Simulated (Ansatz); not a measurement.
CsPbCl$_{3}$:
```
CELL_PARAMETERS angstrom
      5.67138     0.00000     0.00000
      0.00000     5.67138     0.00000
      0.00000     0.00000     5.67138
ATOMIC_POSITIONS crystal
  Cs 0.00000 0.00000 0.00000
  Pb 0.50000 0.50000 0.50000
  Cl 0.00000 0.50000 0.50000
  Cl 0.50000 0.50000 0.00000
  Cl 0.50000 0.00000 0.50000
```

Relaxed with r²SCAN. Special points in fractions of this cell's reciprocal vectors: Γ (0.000, 0.000, 0.000); X (0.000, 0.500, 0.000); M (0.500, 0.500, 0.000); R (0.500, 0.500, 0.500).

**Question.** List the band energies nearest the valence-band maximum at these points for r²SCAN (plane waves, PAW; program Ansatz).

**Answer.** In eV from the valence-band maximum; about four levels below and three above (degenerate sets whole), none deeper than 8.9 eV; points with the same levels are listed once.

| k | below | above |
|---|---|---|
| Γ | -2.57 -2.57 -2.57 -2.47 -2.47 -2.47 | 3.98 4.87 4.87 |
| X | -2.67 -2.66 -2.66 -2.57 -2.57 -1.66 | 3.49 5.30 5.76 |
| M | -2.74 -2.74 -2.72 -2.17 -0.80 | 3.01 3.01 5.38 |
| R | -2.16 -2.16 -2.16 0.00 | 2.45 2.45 2.45 |

Space group Pm-3m (cubic perovskite). This is a known high-temperature phase of the composition, computed here at zero pressure and temperature. The cell was relaxed with r²SCAN under the symmetry of its start; whether a distortion lowers the energy is not shown. Scalar-relativistic: spin–orbit coupling is off unless named, which matters more the heavier the elements.

Potentials: the later of the program's two PAW sets.
